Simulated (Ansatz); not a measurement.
# Elastic constants of Ti2AlC: input and output

Method: DFT PBEsol, scalar-relativistic, plane waves, PAW (Ansatz 0.2.0).

Launched with:
```bash
ansatz run input.yaml --threads 2 --pin off --max-ram 6144MiB --backend cpu --events-out ev --progress --plain --runs-dir out
```

Input (bare energies are in eV):
```yaml
crystal:
  lattice:
    - [3.0361266546, 0.0, 0.0]
    - [-1.5180633273, 2.629362812, 0.0]
    - [0.0, 0.0, 13.6488138435]
  atoms:
    - { symbol: Ti, position: [0.3333333333, 0.6666666667, 0.0835412111] }
    - { symbol: Ti, position: [0.6666666667, 0.3333333333, 0.5835412111] }
    - { symbol: Ti, position: [0.6666666667, 0.3333333333, 0.9164587889] }
    - { symbol: Ti, position: [0.3333333333, 0.6666666667, 0.4164587889] }
    - { symbol: Al, position: [0.3333333333, 0.6666666667, 0.75] }
    - { symbol: Al, position: [0.6666666667, 0.3333333333, 0.25] }
    - { symbol: C, position: [0.0, 0.0, 0.0] }
    - { symbol: C, position: [0.0, 0.0, 0.5] }
basis:
  ecutwfc: 420
kpoints:
  mp_grid: { grid: [12, 12, 4] }
hamiltonian:
  xc: pbesol
scf:
  occupations: { method: fermi_dirac, width: 0.15 }
output:
  forces: true
  stress: true
  eigenvalues: true
elastic:
  mode: clamped_ion
  amplitude: 0.005
  stencil: two_point
```

From the output:
```
--- Elastic constants: 3 strain directions × 2 members + reference (group order 24) ---
  dense FFT box of the reference and of every strained cell: 24×24×96
  strains applied: 11, 33, 23; error gains: componentwise 1.00 (the most a stress slope's error grows in a printed constant), spectral 1.41 (1 for all six strains in a standard setting)
  C = ∂σ_k/∂η_j (tension-positive GPa; Voigt order 11 22 33 23 13 12):
       334.200     72.421     95.301      0.000      0.000      0.000
        72.421    334.200     95.301      0.000      0.000      0.000
        95.306     95.306    335.733      0.000      0.000      0.000
         0.000      0.000      0.000    153.254     -0.000      0.000
         0.000      0.000      0.000      0.000    153.254      0.000
        -0.000      0.000      0.000      0.000      0.000    130.890
  reference stress σ⁰ (GPa):     -0.000     -0.000     -0.007     -0.000     -0.000     -0.000
  C* (energy form; C + prestress term) asymmetry max|C*_kj − C*_jk| = 2.462e-3 GPa — a small one proves nothing (zero by symmetry where the batch's group is 432, −43m or m−3m); a large one is finite-difference/SCF noise where every solve ...
  moduli (Voigt/Reuss/Hill, GPa): K = 170.02/169.83/169.93   G = 136.89/135.32/136.10   E = 322.27   ν = 0.184
  mechanically stable: yes (min eigenvalue of sym C = 130.89 GPa)
  strain η (Voigt 11):  stress-route row diagonal C_11 = 334.20 GPa, energy-path curvature d²(F+E_count+ΔE)/dδ²/Ω₀ = 334.21 GPa
         δ    σ_11 (GPa) F (eV) n_scf n_hpsi n_pw
    -5.000e-3      -1.6982      -11444.2534125      10  104809   2142
     5.000e-3       1.6438      -11444.2534764       7   83573   2166
  strain η (Voigt 33):  stress-route row diagonal C_33 = 335.73 GPa, energy-path curvature d²(F+E_count+ΔE)/dδ²/Ω₀ = 335.74 GPa
         δ    σ_33 (GPa) F (eV) n_scf n_hpsi n_pw
    -5.000e-3      -1.7078      -11444.2533790      10   45965   2144
     5.000e-3       1.6496      -11444.2534688       8   35273   2162
  strain η (Voigt 23):  stress-route row diagonal C_44 = 153.25 GPa, energy-path curvature d²(F+E_count+ΔE)/dδ²/Ω₀ = 153.26 GPa
         δ    σ_23 (GPa) F (eV) n_scf n_hpsi n_pw
    -5.000e-3      -0.7663      -11444.2549708       9  125613   2153
     5.000e-3       0.7663      -11444.2549708       7  103843   2153
```

It took 88 s on 2 threads of Arm Neoverse V2, with other jobs on the host, peak memory 0.88 GiB.

In a metal, frequencies and elastic constants depend on the k mesh and the smearing, soft modes and shear constants most.

Clamped-ion constants are upper bounds: once the atoms relax, a strain can turn out softer or unstable.